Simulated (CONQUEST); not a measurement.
Input and output of a self-consistent single point for a (101) slab of ScAl3 (cut from a parent of space group no. 221; 12 atoms in the cell) (CONQUEST).

All values come from this method and carry its errors: PBE, numerical atomic orbitals double-zeta with polarisation (the shipped basis), PseudoDojo norm-conserving potentials made for PBE run with CONQUEST.

The change in words: atom 6 moved by -0.08 angstrom along z. Reference geometry (Pmm2):
```yaml
crystal:
  lattice:
    - [4.08781, 0.00000, 0.00000]
    - [0.00000, 5.78104, 0.00000]
    - [0.00000, 0.00000, 17.22630]
  atoms:
    - { symbol: Sc, position: [0.00000, 0.46032, 0.37416] }
    - { symbol: Sc, position: [0.00000, 0.96032, 0.54195] }
    - { symbol: Sc, position: [0.00000, 0.46032, 0.70975] }
    - { symbol: Al, position: [0.00000, 0.96032, 0.37416] }
    - { symbol: Al, position: [0.50000, 0.21032, 0.29025] }
    - { symbol: Al, position: [0.50000, 0.71032, 0.29025] }
    - { symbol: Al, position: [0.00000, 0.46032, 0.54195] }
    - { symbol: Al, position: [0.50000, 0.71032, 0.45805] }
    - { symbol: Al, position: [0.50000, 0.21032, 0.45805] }
    - { symbol: Al, position: [0.00000, 0.96032, 0.70975] }
    - { symbol: Al, position: [0.50000, 0.21032, 0.62585] }
    - { symbol: Al, position: [0.50000, 0.71032, 0.62585] }
```

Reference input (self-consistent single point, DFT, PBE, numerical atomic orbitals double-zeta with polarisation (the shipped basis), PseudoDojo norm-conserving potentials made for PBE): basis = DZP; Diag.MPMeshX, Y, Z = 4 3 1; potentials = PseudoDojo norm-conserving PBE; Grid.GridCutoff = 140 Ha; DM.SolutionMethod = diagon; Diag.kT = 0.003675 Ha; Diag.GammaCentred = true; minE.SCTolerance = 1.0e-06; SC.MaxIters = 100; SC.LinearMixingFactor = 0.5; SC.KerkerPreCondition = true; SC.KerkerFactor = 0.1 1/bohr. This run's input differs from it in these lines:

```diff
@@ -42,3 +42,3 @@
     0.500000000     0.210316000     0.290254000  2 T T T
-    0.500000000     0.710316000     0.290254000  2 T T T
+    0.500000000     0.710316000     0.285610000  2 T T T
     0.000000000     0.460316000     0.541950000  2 T T T
```

The program printed (abridged):

```
    PulayMixSC: Starting Pulay mixing, A_up =  0.500 A_dn =  0.500
    PulayMixSC: Spin non-polarised calculation.
    PulayMixSC: with Kerker preconditioning, q0 =  0.100
          Harris-Foulkes Energy            :     -4518.631968267778575 eV
          Free Energy (E-TS)               :     -4518.867369918300028 eV
    PulayMixSC: Pulay iteration     1 residual:              0.19630E-02
          Harris-Foulkes Energy            :     -4517.624489073582481 eV
          Free Energy (E-TS)               :     -4517.823230061893810 eV
    PulayMixSC: Pulay iteration     2 residual:              0.20936E-02
   [... lines left out ...]
          Free Energy (E-TS)               :     -4517.015391881906908 eV
    PulayMixSC: Pulay iteration    20 residual:              0.11829E-05
          Harris-Foulkes Energy            :     -4516.797252745883270 eV
          Free Energy (E-TS)               :     -4517.015398133146846 eV
    PulayMixSC: Pulay iteration    21 residual:              0.10520E-05
          Harris-Foulkes Energy            :     -4516.797279817300478 eV
          Free Energy (E-TS)               :     -4517.015411119975397 eV
    PulayMixSC: Pulay iteration    22 residual:              0.77175E-06
    PulayMixSC: Reached SCF tolerance of  0.77175E-06 after     22 iterations
      | Number of electrons      =        60.000264
      | GS Energy as E-(1/2)TS   =     -4516.906345468638392 eV
      | Free Energy as E-TS      =     -4517.015411119975397 eV
      |* Harris-Foulkes energy   =     -4516.797279817300478 eV
      |* DFT total energy        =     -4516.797293944435296 eV

    force: Forces on atoms (eV/A )
    force:  Atom   X              Y              Z
    force:     1   0.0000000000   0.0955540238   0.0611696883
    force:     2  -0.0000000000   0.0200703111  -0.3992750585
    force:     3  -0.0000000000   0.0267431152  -0.1156203347
    force:     4  -0.0000000000  -0.0214818562  -0.8548114921
    force:     5  -0.0000000000  -0.4713426115   0.1017646678
    force:     6  -0.0000000000   0.4325501538   0.3445129120
   [... lines left out ...]
    force: Maximum force :        0.85481149(eV/A ) on atom         4 in z direction
   [... lines left out ...]
    force: Force Residual:        0.40804383 eV/A
    force: Total stress:          0.31088282     0.00000000    -0.00000000 GPa
                             0.00000000     0.52663023    -0.00677135
                            -0.00000000    -0.00677135    -0.90740040
    force: Average pressure:      0.02329578 GPa

    get_E_and_F: Change in energy during last step of electronic optimisation: -0.99486E-06
```

The run converged in 22 iterations. CONQUEST prints the stress tensor with tension positive. Against the reference run the free energy rises by 1.6 meV/atom and the largest force moves little (0.854 to 0.855 eV/Å).

The program uses no crystal symmetry, so grid and mesh can part values that symmetry would make equal. The atom-centred basis is finite, which shifts total energies and forces against plane waves. No dipole correction was used; where the two faces of such a cut differ, images can couple through a dipole. No clean gap shows at this smearing width and mesh (spacing up to 0.38 Å⁻¹); the mesh is coarse for partly filled bands, so the values carry mesh errors.

Cost on one core: about 5 core-minutes (a rough figure).
